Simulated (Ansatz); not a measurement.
Zr (hcp, Mg type)

```
CELL_PARAMETERS angstrom
      3.23160     0.00000     0.00000
     -1.61580     2.79864     0.00000
      0.00000     0.00000     5.17363
ATOMIC_POSITIONS crystal
  Zr 0.33333 0.66667 0.75000
  Zr 0.66667 0.33333 0.25000
```

Equation-of-state scan: isotropic scaling of the cell above, V₀ being its volume. Symmetry pins the atoms to their sites.

The numbers are results of PBE (plane waves to 420 eV, PAW, scalar-relativistic; Ansatz, an electronic-structure program), not measurements. k mesh 17×17×9 (Γ-centred), Fermi-Dirac smearing 0.05 eV. The energy includes the smearing's −TS. Compression counts positive. With the shape held, the modulus is that of even scaling; a crystal free to change shape is softer. The PAW data are Ansatz's earlier set. Zr is run without spin polarisation. Zr was relaxed with its symmetry unable to fall. ΔE is measured from the relaxed starting cell. The last digit holds for this mesh only.

| V (Å³/atom) | ΔE (meV/atom) |
|---|---|
| 21.056 | 79.6 |
| 21.641 | 43.1 |
| 22.226 | 18.5 |
| 22.810 | 4.4 |
| 23.395 | 0.0 |
| 23.980 | 4.1 |
| 24.565 | 15.9 |
| 25.150 | 34.7 |
| 25.735 | withheld |

Problem. Fit a third-order Birch-Murnaghan form (E₀, V₀, B₀, B₀′ free) to the given rows and predict ΔE at V = 25.735.

Solution. Least squares on the 8 given rows: ΔE = E₀ + (9V₀B₀/16)·y²·[2 + (B₀′ − 4)y], y = (V₀/V)^(2/3) − 1, with V₀ = 23.397 Å³/atom, B₀ = 93.95 GPa (160.2 GPa = 1 eV/Å³; the term in eV is multiplied by 1000), B₀′ = 3.25, E₀ = -0.02 meV/atom; root-mean-square residual 0.03 meV/atom. At 25.735 the fit gives 59.7 meV/atom; the calculation gives 59.6 meV/atom, so the extrapolation is off by 0.1 (+0.2 %). For the pressure the fit gives -7.7 GPa against the computed -7.6 GPa.

(A scan under strain: stresses follow from slopes of the energy per volume, elastic moduli from its curvatures.)
